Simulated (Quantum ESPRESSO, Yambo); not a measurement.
AgI (zinc blende, space group F-43m, No. 216) under isotropic strain of -0.7 % on all lattice vectors. The PBEsol cell relaxed from Materials Project entry mp-22925 was given an isotropic strain of -0.7 % on all lattice vectors, and the atoms were relaxed again. Chain: PBEsol (Quantum ESPRESSO, PseudoDojo norm-conserving, 82 Ry, scalar-relativistic); G0W0 in Yambo (4×4×4 Γ-centred k mesh, bands 5 to 129 and a 8 Ry block in the screening, 129 bands in G with the Bruneval-Gonze terminator, plasmon pole fitted at 27.2 eV); BSE (6×6×6 mesh, 5 valence and 4 conduction bands, static screening with 39 bands and a 4 Ry block, scissor 1.17 eV, Tamm-Dancoff).

| Quantity | Value |
|---|---|
| PBEsol gap (dense path) | 1.19 eV |
| PBEsol gap Γ → Γ on the GW mesh | 1.19 eV |
| PBEsol smallest direct gap on the GW mesh, at Γ | 1.19 eV |
| G0W0 direct gap at that point | 2.36 eV |
| G0W0 correction to the gap Γ → Γ | 1.17 eV |
| lowest exciton | no binding energy given (see below) |

Rough cost of the Yambo steps against G0W0 for 6 states: BSE within a factor of two.

Convergence of the G0W0 settings was not tested. The BSE states are vertical excitations (zero momentum). The lowest state covers only about 1 of the 216 k points, so the mesh doesn't resolve it: its energy and its distance from the direct gap are mesh artefacts. An extended exciton needs a far denser mesh.

Without spin-orbit coupling, band edges of such heavy elements can be off by tenths of an eV.
